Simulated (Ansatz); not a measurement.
The relaxed structure here is a generated cell of ZnS: the first start was made by placing the elements on the sites of a structure type, and the end was not matched to a known phase here, so it may be hypothetical. Known forms of ZnS include space group No. 186, 216.

One stationary structure of ZnS. Space group I4cm (No. 108). Computed with PBEsol (plane waves to 420 eV, PAW, scalar-relativistic; Ansatz, a program for electronic structure).

```xyz
8
Lattice="-3.1152 3.1152 3.6794 3.1152 -3.1152 3.6794 3.1152 3.1152 -3.6794" Properties=species:S:1:pos:R:3 pbc="T T T"
S      0.0000     0.0000     4.5278
S      0.0000     0.0000     0.8484
S      3.1152     0.0000     2.2358
S      0.0000     3.1152     2.2358
Zn     4.1994     1.0842     0.2806
Zn     1.0842     2.0309     0.2806
Zn     2.0309     1.0842     3.9600
Zn    -1.0842     2.0309     3.9600
```

Question: Estimate the band gap that PBEsol returns for this input.

Answer: 0.24 eV, indirect (valence top at M, conduction bottom at Γ) (no spin-orbit coupling).

Question: Estimate the smallest direct gap that PBEsol returns for this input.

Answer: 0.43 eV at Γ.

No spin polarisation in the result.

The run could not lose the symmetry of its start, so the end can be a saddle point.

It was reached from a disturbed copy of a I4/mcm (No. 140) cell, against which it lies -0.49 eV/atom.
